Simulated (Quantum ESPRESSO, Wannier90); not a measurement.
## Wannierisation of Li₂Se (anti-fluorite)

```yaml
crystal:
  lattice:
    - [0.00000, 2.97605, 2.97605]
    - [2.97605, 0.00000, 2.97605]
    - [2.97605, 2.97605, 0.00000]
  atoms:
    - { symbol: Li, position: [0.75000, 0.75000, 0.75000] }
    - { symbol: Li, position: [0.25000, 0.25000, 0.25000] }
    - { symbol: Se, position: [0.00000, 0.00000, 0.00000] }
```

Materials Project entry mp-2286; symmetrised, unrelaxed at this level. COD (Crystallography Open Database) has an entry of this formula and space group (matched by these alone). Level: PBE, no spin polarisation, no spin-orbit coupling; pw.x of Quantum ESPRESSO at 69 Ry with PseudoDojo potentials, 10×10×10 k-points, Wannier90. Density: 10×10×10 mesh, cold smearing 0.01 Ry. Spin-orbit coupling, left out, would split the p-like bands by a few tenths of an eV.

Base run: 12 functions from bands 8-28 of the 28 computed, start hydrogen-like Li: s;p; Se: s;p, centres 0.05 Å off the atoms, frozen window up to 4.46 eV relative to the valence-band maximum, outer window open. One thing is changed at a time; window edges are relative to the valence-band maximum. The misfit compares interpolated bands with pw.x on a high-symmetry path, for states up to 4.0 eV relative to the valence-band maximum. Converged means that the tolerances were met: symmetric starts can stop on a saddle, which shows as a larger Ω_OD at equal Ω_I and can move the misfit too.

```csv
setting,functions,frozen to (eV),Ω_I (Å²),Ω_D (Å²),Ω_OD (Å²),rms misfit (meV),worst (meV),ended
base,12,4.46,14.70,0.00,3.66,5.5,45,converged
```

Starting from this base row, predict which settings stop with an error, and how Ω_I and the misfit move in the others: frozen window to 3.46 eV; frozen window to 6.46 eV; outer window to 16.94 eV; outer window to 13.94 eV.


| setting | functions | frozen to (eV) | Ω_I (Å²) | Ω_D (Å²) | Ω_OD (Å²) | rms misfit (meV) | worst (meV) | ended |
|---|---|---|---|---|---|---|---|---|
| frozen window to 3.46 eV | 12 | 3.46 | 14.10 | 0.00 | 4.04 | 96 | 776 | converged |
| frozen window to 6.46 eV | 12 | 6.46 | 16.31 | 0.02 | 3.61 | 1.9 | 10 | converged |
| outer window to 16.94 eV | 12 | 4.46 | 21.80 | 0.05 | 4.91 | 2.4 | 23 | converged |
| outer window to 13.94 eV | 12 | 4.46 | – | – | – | – | – | stops: too few bands in the window |

Runs of this sweep that didn't settle are not listed.
